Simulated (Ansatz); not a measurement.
Q: AlN in space group P6_3mc (No. 186; Al on 2a, Al on 2b, N on 2a, N on 2b) is relaxed with the program Ansatz at the HSE06 level (PAW). What lattice parameters of the conventional cell result?

A: a = 3.095 Å, c = 10.020 Å.

Q: Give the free coordinates with the occupied sites.

A: In one choice of origin and axes:

```csv
atom,site,symmetry,x,y,z
Al,2a,3m.,0.0000,0.0000,0.0015
Al,2b,3m.,0.3333,0.6667,0.2503
N,2a,3m.,0.0000,0.0000,0.3119
N,2b,3m.,0.3333,0.6667,0.0619
```

Q: Is it a metal or does it have a gap at this level?

A: A gap of 5.31 eV, indirect.

The cell is a constructed one: a structure type filled with these elements. Its sites differ from those of the usual phase in this space group: another stacking or structure type. The cell was relaxed with HSE06 under the symmetry of its start; whether a distortion lowers the energy is not shown. The hybrid was solved on a coarse mesh, the path and, where they were found, the r²SCAN edge points; its band edges are the extreme levels among these.

Potentials: the later of the program's two PAW sets.
